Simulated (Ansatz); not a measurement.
Computed γ-surface: SrTe (rock salt)

SrTe (rock salt) is sheared across one {100} plane: the third cell vector gains the shift, so faults repeat every 10.1 Å. The cut lies between planes 3.36 Å apart; the cell height is held.

```xyz
6
Lattice="4.7511 0.0000 0.0000 0.0000 4.7511 0.0000 2.3755 2.3755 10.0785" Properties=species:S:1:pos:R:3 pbc="T T T"
Sr     1.9796     1.9796     8.3988
Sr     1.9796     1.9796     1.6798
Sr     4.3551     4.3551     5.0393
Te     4.3551     4.3551     1.6798
Te     1.9796     1.9796     5.0393
Te     4.3551     4.3551     8.3988
```

In-plane vectors a = (4.751, 0.000) Å, b = (0.000, 4.751) Å, area 22.57 Å². The shift is x·a + y·b, and the map repeats with period 1 in x and y. The shift is rigid: no atom relaxes. γ = [E(shift) − E(0)] / area.

All values below come from PBE (plane waves to 420 eV, PAW, scalar-relativistic; Ansatz, a program for electronic structure). k mesh 6×6×6 (Γ-centred), Fermi-Dirac smearing 0.05 eV. E is the zero-smearing estimate. Stress and pressure are positive under compression. Faults lie only 10.1 Å apart, and holding the cell height and the atoms raises γ above its relaxed value. Spin-orbit coupling is left out, though Te is heavy. SrTe was relaxed with its symmetry unable to fall. The zero of γ is zero shift.

γ (meV/Å²), with x across and y down:

```
y \ x  0.000  0.167  0.333  0.500  0.667  0.833
-----  -----  -----  -----  -----  -----  -----
0.000      0      7     23     33     23      7
0.167      7     16     35     46     35     16
0.333     23     35     62     78     62     35
0.500     33     46     78     99     78     46
0.667     23     35     62     78     62     35
0.833      7     16     35     46     35     16
```

σ normal to the fault (GPa), with x across and y down:

```csv
y \ x,0.000,0.167,0.333,0.500,0.667,0.833
0.000,0.0,-0.1,0.1,0.3,0.1,-0.1
0.167,-0.1,0.1,0.8,1.3,0.8,0.1
0.333,0.1,0.8,2.7,3.8,2.7,0.8
0.500,0.3,1.3,3.8,5.7,3.8,1.3
0.667,0.1,0.8,2.7,3.8,2.7,0.8
0.833,-0.1,0.1,0.8,1.3,0.8,0.1
```

Derived quantities:

| Quantity | Value |
|---|---|
| Local minima besides zero shift | no grid point is one |
| Highest γ on the easiest grid path from zero shift to a (an upper estimate of the barrier on so coarse a grid) | 523 mJ/m² |
| Lowest place on the grid | x = 0.000, y = 0.000 (0 mJ/m²) |
| Highest place on the grid | x = 0.500, y = 0.500 (1.58 J/m²) |

(The slope of γ gives the shear force per area between the displaced halves; near zero shift its curvature is an elastic stiffness.)
